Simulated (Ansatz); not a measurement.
Relaxed-ion elastic tensor of NaBPt3 in space group P6/mmm (No. 191; B on 2d, Pt on 6i, Na on 1a, Na on 1b) in GPa (Voigt order), plane-wave PAW PBEsol (Ansatz code); density 14.10 g/cm³, 14.58 Å³ per atom.

|  | 1 | 2 | 3 | 4 | 5 | 6 |
|---|---|---|---|---|---|---|
| 1 | 278 | 129 | 95.0 | 0.0 | 0.0 | 0.0 |
| 2 | 129 | 278 | 95.0 | 0.0 | 0.0 | 0.0 |
| 3 | 95.0 | 95.0 | 416 | 0.0 | 0.0 | 0.0 |
| 4 | 0.0 | 0.0 | 0.0 | 8.9 | 0.0 | 0.0 |
| 5 | 0.0 | 0.0 | 0.0 | 0.0 | 8.9 | 0.0 |
| 6 | 0.0 | 0.0 | 0.0 | 0.0 | 0.0 | 74.5 |

Question: Is the crystal mechanically stable?

Answer: Yes: the smallest eigenvalue of C is 8.9 GPa.

Question: Work out the Voigt and Reuss bounds. Is their mean of use?

Answer: K_V = 179, K_R = 176; G_V = 62.0, G_R = 19.3 GPa. The bounds lie so far apart that a Hill average or a Debye temperature from it would say little.

The workflow started from an entry of the Crystallography Open Database (COD). Its standing as an ambient phase is unchecked. The PBEsol relaxation kept the symmetry of its start; whether a distortion lowers the energy is not shown. No spin polarisation was allowed. As this level gives no gap, shear constants depend on the k-mesh and smearing (Fermi–Dirac, 0.1 eV here). Scalar-relativistic: spin–orbit coupling is off unless named, which matters more the heavier the elements.

Potentials: the later of the program's two PAW sets.
